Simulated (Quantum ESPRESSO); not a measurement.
# GaHf3O7F: input and log of a self-consistent run

Simulated, not a measurement. The program is pw.x of Quantum ESPRESSO 7.5 (plane-wave density functional theory). The cell is made up: 12 atoms on a rutile lattice, with randomly drawn elements, strain and displacements, not relaxed. PseudoDojo standard norm-conserving files (v0.5 for PBE, v0.4.1 for LDA and PBEsol) set the functional; there is no spin polarisation, spin-orbit coupling or dispersion term, and the masses in the input are unused placeholders.

The hafnium pseudopotential is less sure than the others, with forces about 3 percent (worst 6) and pressure in oxides about 1.5 GPa (worst 2.7) from a second method in checks, which no rerun with the same files tests.

Input:

```
&control calculation='scf', pseudo_dir='./dojo.nc.sr.pbe.v0_5.standard.upf', outdir='./o', disk_io='low', tprnfor=.true., tstress=.true. /
&system ibrav=0, nat=12, ntyp=4, nbnd=55, ecutwfc=105.61755193, nosym=.true., tot_charge=0,
 occupations='smearing', smearing='fd', degauss=0.0018374661
/
&electrons conv_thr=7.350e-09, electron_maxstep=60, /
ATOMIC_SPECIES
F 1.0 F.upf
Ga 1.0 Ga.upf
Hf 1.0 Hf.upf
O 1.0 O.upf
CELL_PARAMETERS angstrom
4.8341 -0.0681 -0.0067
-0.0681 4.8137 0.0345
-0.0088 0.0456 6.3074
ATOMIC_POSITIONS angstrom
Ga 0.0117 -0.0858 0.0185
Hf 2.4312 2.3341 1.5292
Hf -0.0511 0.1435 3.18
Hf 2.3902 2.4418 4.7289
O 1.4608 1.4456 0.079
O 3.2507 3.259 -0.0236
O 3.8926 0.9308 1.5828
O 1.0342 3.8767 1.696
O 1.5461 1.4513 3.1511
O 3.3592 3.2936 3.1511
O 3.8818 0.9596 4.8368
F 0.9251 3.9678 4.6996
K_POINTS automatic
7 7 6 1 1 1
```

The log is shortened where brackets say so; the opening notice, blank lines, dates and the lines on written files are dropped, and the path of the files is cut. It prints rydbergs, bohrs and kilobars, and counts compression as positive stress. With no partly filled state, the Fermi energy that it prints is only some level between the filled and the empty states on the mesh, and need not lie in the true gap.

```
     Program PWSCF v.7.5
     Parallel version (MPI & OpenMP), running on       4 processor cores
     Number of MPI processes:                 4
     Threads/MPI process:                     1
     [start-up lines left out]
     bravais-lattice index     =            0
     lattice parameter (alat)  =       9.1360  a.u.
     unit-cell volume          =     990.2203 (a.u.)^3
     number of atoms/cell      =           12
     number of atomic types    =            4
     number of electrons       =        98.00
     number of Kohn-Sham states=           55
     kinetic-energy cutoff     =     105.6176  Ry
     charge density cutoff     =     422.4702  Ry
     scf convergence threshold =      7.3E-09
     mixing beta               =       0.7000
     number of iterations used =            8  plain     mixing
     Exchange-correlation= PBE
                           (   1   4   3   4   0   0   0)
     [axes and pseudopotential details left out]
   Cartesian axes
     site n.     atom                  positions (alat units)
         1        Ga     tau(   1) = (   0.0024201  -0.0177471   0.0038266  )
         2        Hf     tau(   2) = (   0.5028767   0.4827923   0.3163043  )
         3        Hf     tau(   3) = (  -0.0105697   0.0296820   0.6577608  )
         4        Hf     tau(   4) = (   0.4943962   0.5050693   0.9781399  )
         5        O      tau(   5) = (   0.3021563   0.2990123   0.0163406  )
         6        O      tau(   6) = (   0.6723846   0.6741014  -0.0048815  )
         7        O      tau(   7) = (   0.8051571   0.1925295   0.3273911  )
         8        O      tau(   8) = (   0.2139170   0.8018683   0.3508058  )
         9        O      tau(   9) = (   0.3198000   0.3001913   0.6517830  )
        10        O      tau(  10) = (   0.6948271   0.6812582   0.6517830  )
        11        O      tau(  11) = (   0.8029232   0.1984866   1.0004583  )
        12        F      tau(  12) = (   0.1913505   0.8207117   0.9720794  )
     number of k points=   147  Fermi-Dirac smearing, width (Ry)=  0.0018
     Number of k-points >= 100: set verbosity='high' to print them.
     Dense  grid:   145213 G-vectors     FFT dimensions: (  60,  60,  80)
     Estimated max dynamical RAM per process >     810.14 MB
     Estimated total dynamical RAM >       3.06 GB
     Initial potential from superposition of free atoms
     starting charge      97.9917, renormalised to      98.0000
     Starting wfcs are   71 randomized atomic wfcs
     total cpu time spent up to now is       35.5 secs
     per-process dynamical memory:   716.3 Mb
     Self-consistent Calculation
     iteration #  1     ecut=   105.62 Ry     beta= 0.70
     Davidson diagonalization with overlap
     ethr =  1.00E-02,  avg # of iterations =  2.0
     total cpu time spent up to now is      109.7 secs
     total energy              =    -771.61459555 Ry
     estimated scf accuracy    <       4.06269282 Ry
     iteration #  2     ecut=   105.62 Ry     beta= 0.70
     Davidson diagonalization with overlap
     ethr =  4.15E-03,  avg # of iterations =  3.7
     total cpu time spent up to now is      197.9 secs
     total energy              =    -771.99985873 Ry
     estimated scf accuracy    <       7.57356656 Ry
     iteration #  3     ecut=   105.62 Ry     beta= 0.70
     Davidson diagonalization with overlap
     ethr =  4.15E-03,  avg # of iterations =  2.2
     total cpu time spent up to now is      274.4 secs
     total energy              =    -773.51652675 Ry
     estimated scf accuracy    <       0.32451290 Ry
     iteration #  4     ecut=   105.62 Ry     beta= 0.70
     Davidson diagonalization with overlap
     ethr =  3.31E-04,  avg # of iterations =  4.1
     total cpu time spent up to now is      361.4 secs
     total energy              =    -773.60186322 Ry
     estimated scf accuracy    <       0.07157796 Ry
     iteration #  5     ecut=   105.62 Ry     beta= 0.70
     Davidson diagonalization with overlap
     ethr =  7.30E-05,  avg # of iterations =  7.4
     total cpu time spent up to now is      449.2 secs
     total energy              =    -773.60871895 Ry
     estimated scf accuracy    <       0.01100537 Ry
     [iterations 6 to 10 left out]
     iteration # 11     ecut=   105.62 Ry     beta= 0.70
     Davidson diagonalization with overlap
     ethr =  9.48E-09,  avg # of iterations =  2.1
     total cpu time spent up to now is     1141.8 secs
     total energy              =    -773.61266465 Ry
     estimated scf accuracy    <       0.00000096 Ry
     iteration # 12     ecut=   105.62 Ry     beta= 0.70
     Davidson diagonalization with overlap
     ethr =  9.82E-10,  avg # of iterations =  4.0
     total cpu time spent up to now is     1289.0 secs
     total energy              =    -773.61266503 Ry
     estimated scf accuracy    <       0.00000029 Ry
     iteration # 13     ecut=   105.62 Ry     beta= 0.70
     Davidson diagonalization with overlap
     ethr =  2.92E-10,  avg # of iterations =  2.0
     total cpu time spent up to now is     1410.8 secs
     total energy              =    -773.61266507 Ry
     estimated scf accuracy    <       0.00000001 Ry
     iteration # 14     ecut=   105.62 Ry     beta= 0.70
     Davidson diagonalization with overlap
     ethr =  1.20E-11,  avg # of iterations =  4.9
     total cpu time spent up to now is     1554.7 secs
     total energy              =    -773.61266508 Ry
     estimated scf accuracy    <          8.9E-09 Ry
     iteration # 15     ecut=   105.62 Ry     beta= 0.70
     Davidson diagonalization with overlap
     ethr =  9.08E-12,  avg # of iterations =  2.0
     total cpu time spent up to now is     1656.3 secs
     End of self-consistent calculation
     Number of k-points >= 100: set verbosity='high' to print the bands.
     the Fermi energy is    10.8994 ev
!    total energy              =    -773.61266508 Ry
     estimated scf accuracy    <          3.2E-09 Ry
     smearing contrib. (-TS)   =      -0.00000000 Ry
     internal energy E=F+TS    =    -773.61266508 Ry
     The total energy is F=E-TS. E is the sum of the following terms:
     one-electron contribution =    -222.89613711 Ry
     hartree contribution      =     170.41552144 Ry
     xc contribution           =    -197.68998114 Ry
     ewald contribution        =    -523.44206827 Ry
     convergence has been achieved in  15 iterations
     Forces acting on atoms (cartesian axes, Ry/au):
     atom    1 type  2   force =    -0.02587045    0.06260479    0.09970070
     atom    2 type  3   force =    -0.02305816    0.01952402    0.03573749
     atom    3 type  3   force =    -0.04008100    0.02747325   -0.12483275
     atom    4 type  3   force =     0.04590460   -0.09087038    0.00292684
     atom    5 type  4   force =    -0.05294929   -0.04623037   -0.08063625
     atom    6 type  4   force =     0.09566555    0.09102741   -0.02338459
     atom    7 type  4   force =     0.04407117   -0.04691801    0.00089951
     atom    8 type  4   force =    -0.06627216    0.03405137   -0.02549315
     atom    9 type  4   force =    -0.04262031   -0.02471106    0.04441985
     atom   10 type  4   force =     0.02739429    0.02959026    0.04288991
     atom   11 type  4   force =     0.02768254   -0.03403335   -0.01046628
     atom   12 type  1   force =     0.01013322   -0.02150794    0.03823872
     Total force =     0.311027     Total SCF correction =     0.000106
     Computing stress (Cartesian axis) and pressure
          total   stress  (Ry/bohr**3)                   (kbar)     P=       51.02
   0.00019664   0.00008661   0.00007251           28.93       12.74       10.67
   0.00008661   0.00023415  -0.00002716           12.74       34.44       -4.00
   0.00007251  -0.00002716   0.00060976           10.67       -4.00       89.70
     init_run     :     31.61s CPU     33.92s WALL (       1 calls)
     electrons    :   1609.81s CPU   1620.99s WALL (       1 calls)
     forces       :     24.18s CPU     24.39s WALL (       1 calls)
     stress       :     71.16s CPU     73.88s WALL (       1 calls)
     [timing details left out]
     PWSCF        :  28m59.23s CPU  29m16.31s WALL
     JOB DONE.
```

In other units: free energy -10525.537 eV for the cell, pressure 5.10 GPa, largest force component 3.210 eV/Å. This run is the check on a run of the same cell at a cutoff of 1143 eV and k mesh 5 x 5 x 4: rerunning at a cutoff of 1437 eV and k mesh 7 x 7 x 6 moved values by no more than 0.004 eV in energy, 0.03 GPa in stress and 0.003 eV/Å in force.